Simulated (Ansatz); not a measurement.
CdS:
```cif
data_Cd6S6
_chemical_formula_sum 'Cd6 S6'
_space_group_name_H-M_alt 'P63mc'
_space_group_IT_number 186
_space_group_name_Hall 'P 6c -2c'
_cell_length_a 4.19254
_cell_length_b 4.19254
_cell_length_c 20.51676
_cell_angle_alpha 90.000
_cell_angle_beta 90.000
_cell_angle_gamma 120.000
loop_
_atom_site_label
_atom_site_type_symbol
_atom_site_symmetry_multiplicity
_atom_site_Wyckoff_symbol
_atom_site_fract_x
_atom_site_fract_y
_atom_site_fract_z
_atom_site_occupancy
Cd1 Cd 2 a 0.00000 0.00000 0.49978 1
Cd2 Cd 2 b 0.33333 0.66667 0.33326 1
Cd3 Cd 2 b 0.66667 0.33333 0.16656 1
S1 S 2 a 0.00000 0.00000 0.37462 1
S2 S 2 b 0.33333 0.66667 0.20809 1
S3 S 2 b 0.66667 0.33333 0.04139 1
```

Relaxed with PBE.

**Question.** Decompose the optical modes at the zone centre into irreducible representations, and say which are infrared and Raman allowed.

**Answer.** Point group 6mm: Γ_opt = 5A1 + 6B1 + 5E1 + 6E2. Infrared: A1, E1. Raman: A1, E1, E2.

**Question.** Assign frequencies (DFPT, DFT-PBE in the program Ansatz with PAW potentials; without the LO–TO term).

**Answer.** E2 26, E2 26, E1 39, E1 40, E2 43, B1 67, B1 67, A1 114, A1 115, B1 130, A1 215, E1 217, E2 220, E2 222, E1 228, E1 231, E2 233, B1 278, B1 279, A1 279, A1 280, B1 281 cm⁻¹.

Subscripts of B labels follow the axes of the standard setting.

Space group P6_3mc. A made-up cell: these elements were put on the sites of a structure type. Its sites differ from those of the usual phase in this space group: another stacking or structure type. The PBE relaxation kept the symmetry of its start; whether a distortion lowers the energy is not shown.

Potentials: the later of the program's two PAW sets.
